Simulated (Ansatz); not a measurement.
The geometry is COD entry 1523124, unchecked; take it as a test cell.

A run of Ansatz 0.2.0 printed the following.

```
Rh: output.efg is read without spin–orbit coupling, which moves field gradients at and beside such atoms by some per cent and up to a factor of two; PAW files take it under magnetization.noncollinear and magnetization.spin_orbit
Engine: ansatz 0.2.0
Pseudopotentials: kind: paw
Pseudopotential: Ti, paw, valence charge 12, recommended cutoff 420 eV (normal)
Pseudopotential: Rh, paw, valence charge 17, recommended cutoff 420 eV (normal)
Functional definition: PBEsol
  exchange = pbesol_x
  correlation = pbesol_c
Crystal: 2 atoms, lattice volume = 29.909 Å³
Basis set: ecut = 420 eV, 575 PW (Γ), exchange–correlation on 40×40×48 points (8 copies of the dense FFT grid, shifted against one another)
Bands: 19, of which v1, the nominal top of the filled ones, is band 15 counted from 1 (14 counted from 0)
Symmetry: 16 space group operations
Space group: P4/mmm (ITA 123), of the structure as read, at distance tolerance 3.1e-5 Å
k-points: 126 of 1210
Non-local potential: Ti, projectors of the file, l = 0: 3, l = 1: 2, l = 2: 3, l = 3: 1
Non-local potential: Rh, projectors of the file, l = 0: 3, l = 1: 2, l = 2: 2, l = 3: 1
PAW form: soft (Blöchl's): semilocal exchange-correlation on the pseudo side does not see the compensation charge
PAW frozen core: Ti, regenerated for the run's functional, and the local potential with it (the file was generated under x = pbe(κ = 0.804, μ = 0.2195149727645171), c = pbe(β = 0.06672455060314922))
PAW frozen core: Rh, regenerated for the run's functional, and the local potential with it (the file was generated under x = pbe(κ = 0.804, μ = 0.2195149727645171), c = pbe(β = 0.06672455060314922))
PAW one-centre angular grid: Ti, 590 points (default); XC on 64 Gauss nodes
PAW one-centre angular grid: Rh, 590 points (default); XC on 64 Gauss nodes
Initial density: superposition of atomic densities (neutral atoms: chi_scale 0, normalization atom), corrected by the library's trained network
Initial wavefunctions: pseudopotential atomic-orbital guess
Functional: x = pbesol(κ = 0.804, μ = 0.12345679012345678), c = pbesol(β = 0.046)
SCF iter   1: F=—  HF=-8814.131960 eV  |F-HF|=—  |Δ(HF+E_count)|=         —  Δρ=1.06e-2  dr2=3.43e-2  ethr=1.77e-3  ⟨swp⟩=4.2  Hψ=9401  notcnv=0
preconditioner: auto → none  [metal: Δε(μ)=0.033 eV  Ē_g=4.657 eV  σ=0.050 eV  W_gap=0.16  n_scr=6 (ndim 8)  ℏωp=24.5 eV  f_vac=0.000  D(μ)=2.13/eV (n_scr^D=26)  sad-step TF]
SCF iter   2: F=—  HF=-8814.126911 eV  |F-HF|=—  |Δ(HF+E_count)|=   5.05e-3  Δρ=5.25e-3  dr2=9.76e-3  ethr=1.18e-4  ⟨swp⟩=2.0  Hψ=3866  notcnv=0
SCF iter   3: F=—  HF=-8814.125113 eV  |F-HF|=—  |Δ(HF+E_count)|=   1.80e-3  Δρ=7.31e-4  dr2=2.18e-4  ethr=3.37e-5  ⟨swp⟩=2.0  Hψ=3675  notcnv=0
SCF iter   4: F=—  HF=-8814.125101 eV  |F-HF|=—  |Δ(HF+E_count)|=   1.21e-5  Δρ=1.12e-4  dr2=2.42e-6  ethr=7.51e-7  ⟨swp⟩=1.3  Hψ=2429  notcnv=0
SCF iter   5: F=—  HF=-8814.125088 eV  |F-HF|=—  |Δ(HF+E_count)|=   1.35e-5  Δρ=2.78e-5  dr2=1.12e-7  ethr=8.33e-9  ⟨swp⟩=2.8  Hψ=4453  notcnv=0
SCF iter   6: F=-8814.125088 eV  HF=-8814.125088 eV  |F-HF|=1.21e-9  |Δ(HF+E_count)|=   3.77e-8  Δρ=3.71e-6  dr2=2.25e-9  ethr=3.45e-10  ⟨swp⟩=7.0  Hψ=13047  notcnv=0
SCF 1 converged in 6 iterations: F = -8814.125088 eV  dr2 = 2.25e-9
  greatest PAW one-centre occupation: 1.000 electrons in one spin orbital (limit 2), on the Rh atom at site 1 (counted from 0), in its partial waves of l = 0
NSCF: frozen V_eff on 113 k-points
SCF converged after 6 iterations
Free energy (F): -8814.125088 eV
Harris-Foulkes:  -8814.125088 eV  (|F-HF|=1.21e-9)
Internal energy: -8814.106385 eV  (E = F + TS)
E sigma→0 (E₀):  -8814.115736 eV
Entropy (-TS):   -0.018703 eV (-9.351 meV/atom)
Fermi energy:    18.322668 eV
--- Per-component energies (eV) ---
  E_band       = -262.722262
  E_kinetic    = 845.565800
  E_local      = -2475.893788  (includes V_loc(G=0)·N_el)
  E_nonlocal   = 364.480251
  E_hartree    = 922.438841
  E_xc         = -318.019693
  E_vxc        = -400.406226  (∫ρ·V_xc dr)
  E_paw        = -4545.755606  (= ΣΔE_a)
  E_vpaw       = -441.347292  (= ΣTr[D̂ρ^β])
  E_aug_tail   = 0.000944  (compensation charges beyond the density's cutoff)
  E_ewald      = -3607.338717
  E_core_change = 0.415584  (= ΣΔE_core)
  E_smearing   = -0.018703  (= −TS)
  E_closure    = -0.000000  (closes the sum)
  Σ components = -8814.125088   (vs F -8814.125088, Δ=0.00e0)
--- Forces (eV/Å), atoms counted from 1 ---
  atom   1  Ti     0.00000000     0.00000000     0.00000000
  atom   2  Rh     0.00000000     0.00000000     0.00000000
  max |Σ_I F_I| component: 3.16e-29 eV/Å
--- Stress (GPa, compression-positive) ---
       -7.630274       0.000000       0.000000
        0.000000      -7.630274       0.000000
        0.000000       0.000000      -4.897577
  P = ⅓ Tr σ = -6.7194 GPa (-67.194 kbar)
--- PAW observables at the nuclei: V_zz in 10²¹ V/m², potentials from the cell's mean, atoms counted from 1 ---
  atom   1  Ti V_zz =    -0.408544   η = 0.0000   by run symmetry: allowed
            electrostatic potential = -2536.256638 V   contact ρ = 56644.847409 e/Å³
  atom   2  Rh V_zz =    +1.698395   η = 0.0000   by run symmetry: allowed
            electrostatic potential = -7024.542117 V   contact ρ = 788693.373880 e/Å³
--- Band table (eV; the first three rows and the last of 126) ---
  k-point 0: bands = ["-60.4575", "-38.8966", "-28.3505", "-28.3255", "-28.3255", "-15.1973", "-15.0927", "-15.0927", "10.8615", "13.1235", "13.2445", "15.8887", "15.8887", "16.5620", "18.6390", "19.5380", "20.8479", "20.9532", "20.9532"]
  k-point 1: bands = ["-60.4573", "-38.8963", "-28.3530", "-28.3251", "-28.3251", "-15.2084", "-15.0930", "-15.0930", "11.0285", "13.2222", "13.3118", "15.8996", "15.8996", "16.5960", "18.5074", "19.5118", "20.7319", "20.7319", "20.7919"]
  k-point 2: bands = ["-60.4568", "-38.8955", "-28.3596", "-28.3239", "-28.3239", "-15.2374", "-15.0938", "-15.0938", "11.5067", "13.4942", "13.5029", "15.9332", "15.9332", "16.6893", "18.1517", "19.3933", "20.2152", "20.2152", "20.6418"]
  k-point 125: bands = ["-60.4369", "-38.8310", "-28.4392", "-28.4390", "-28.3589", "-15.3430", "-15.3423", "-15.2492", "14.0962", "14.4409", "14.4886", "16.3392", "16.5888", "16.6614", "17.3176", "18.0475", "20.5291", "21.0647", "26.2120"]
--- Löwdin populations: 2 sites ---
  site symbol       q [e]
     0     Ti     11.6361
     1     Rh     17.1214
  spilling = 0.008362 (of n_electrons = 29.000000)
--- Bader charges: 2 sites ---
  site symbol  charge [e]  shift [e]
     0     Ti      1.3116     0.0043
     1     Rh     -1.3116     0.0043
  estimated error of the sums over rays = 3.7e-4 e
```

The cell and starting positions:

```
CELL_PARAMETERS angstrom
2.98800 0.00000 0.00000
0.00000 2.98800 0.00000
0.00000 0.00000 3.35000
ATOMIC_POSITIONS crystal
Ti 0.50000 0.50000 0.50000
Rh 0.00000 0.00000 0.00000
```

Parts of the input that the log doesn't repeat:

```yaml
  band_path:
    path:
      - [0.0, 0.0, 0.0]
      - [0.0, 0.5, 0.0]
      - [0.5, 0.5, 0.0]
      - [0.0, 0.0, 0.0]
      - [0.0, 0.0, 0.5]
      - [0.0, 0.5, 0.5]
      - [0.5, 0.5, 0.5]
      - [0.0, 0.0, 0.5]
      - [0.0, 0.5, 0.0]
    npoints: 14
output:
  forces: true
  stress: true
  eigenvalues: true
  efg: { contact_densities: true }
  populations: true
  bader: true
  dos: { projected: true, de: 0.2, e_range: [-14, 8] }
  write_density: true
  write_potential: true
  elf: true
  volumetric_format: npy
```

(1) Write the input that produced this log.

Answers

(1) 
```yaml
crystal:
  lattice:
    - [2.988, 0.0, 0.0]
    - [0.0, 2.988, 0.0]
    - [0.0, 0.0, 3.35]
  atoms:
    - { symbol: Ti, position: [0.5, 0.5, 0.5] }
    - { symbol: Rh, position: [0.0, 0.0, 0.0] }
kpoints:
  mp_grid: { grid: [11, 11, 10] }
  band_path:
    path:
      - [0.0, 0.0, 0.0]
      - [0.0, 0.5, 0.0]
      - [0.5, 0.5, 0.0]
      - [0.0, 0.0, 0.0]
      - [0.0, 0.0, 0.5]
      - [0.0, 0.5, 0.5]
      - [0.5, 0.5, 0.5]
      - [0.0, 0.0, 0.5]
      - [0.0, 0.5, 0.0]
    npoints: 14
scf:
  occupations: { method: fermi_dirac, width: 0.05 }
hamiltonian:
  xc: pbesol
  pseudopotentials: { kind: paw }
output:
  forces: true
  stress: true
  eigenvalues: true
  efg: { contact_densities: true }
  populations: true
  bader: true
  dos: { projected: true, de: 0.2, e_range: [-14, 8] }
  write_density: true
  write_potential: true
  elf: true
  volumetric_format: npy
```
This is the input that was run; digits and keys that the log doesn't show could differ in an equivalent one.
